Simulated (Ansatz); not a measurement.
**Question.** Name crystals whose computed values (plane-wave PAW PBEsol (Ansatz code)) fall in these windows: Θ_D (K) 160 to 200; B₀ by P(V) fit (GPa) 15 to 20.

**Answer.** 

| crystal | Θ_D (K) | B₀ by P(V) fit (GPa) |
|---|---|---|
| Na3Bi, P6_3/mmc (Na on 4f, Na on 2b, Bi on 2c) | 182 | 18.2 |
Others may fit too.

Standing as an ambient phase not checked: Na3Bi, P6_3/mmc (Na on 4f, Na on 2b, Bi on 2c). The cell was relaxed under the symmetry of its start. Scalar-relativistic: spin–orbit coupling is off unless named, which matters more the heavier the elements.

Potentials: the later of the program's two PAW sets.
